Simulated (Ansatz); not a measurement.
The cell below belongs to a search over invented structures; it isn't taken from experiment.

Input and command of a plane-wave DFT calculation in Ansatz:

```yaml
crystal:
  lattice:
    - [7.03367994, 0.0, 0.0]
    - [-3.51683997, 6.09134551, 0.0]
    - [0.0, 0.0, 9.63945792]
  atoms:
    - { symbol: Ca, position: [0.5, 0.0, 0.0] }
    - { symbol: Ca, position: [0.0, 0.5, 0.0] }
    - { symbol: Ca, position: [0.5, 0.5, 0.0] }
    - { symbol: Ca, position: [0.0, 0.0, 0.26591804] }
    - { symbol: Ca, position: [0.0, 0.0, 0.73408196] }
    - { symbol: Ca, position: [0.5, 0.0, 0.5] }
    - { symbol: Ca, position: [0.0, 0.5, 0.5] }
    - { symbol: Ca, position: [0.5, 0.5, 0.5] }
    - { symbol: Si, position: [0.0, 0.0, 0.5] }
    - { symbol: Si, position: [0.0, 0.0, 0.0] }
    - { symbol: Se, position: [0.33333333, 0.66666667, 0.5] }
    - { symbol: Se, position: [0.66666667, 0.33333333, 0.5] }
    - { symbol: Se, position: [0.33333333, 0.66666667, 0.0] }
    - { symbol: Se, position: [0.66666667, 0.33333333, 0.0] }
basis:
  ecutwfc: 420
kpoints:
  mp_grid: { grid: [3, 3, 2] }
hamiltonian:
  xc: pbe
scf:
  occupations: { method: gaussian, width: 0.1 }
  lower_state_search: "off"
output:
  forces: true
  stress: true
  eigenvalues: true
relax:
  adjacent_minimum: "off"
  f_tol: 0.04
  max_steps: 70
  cell: { stress_tol: 0.4 }
```

```bash
ansatz run input.yaml --threads 1 --pin off --max-ram 2560MiB --backend cpu --events-out ev --progress --plain --runs-dir out
```

Processor: Arm Neoverse V1, 1 thread, on a host shared with other jobs.

**Question.** How long does it run, and how much memory does it take?

**Answer.** About 4.8 min, peak memory 1.1 GiB. It solves 92 bands at 6 k points (after reduction by symmetry) with about 15817 plane waves (on the last cell), in 87 SCF iterations over 11 ionic steps.
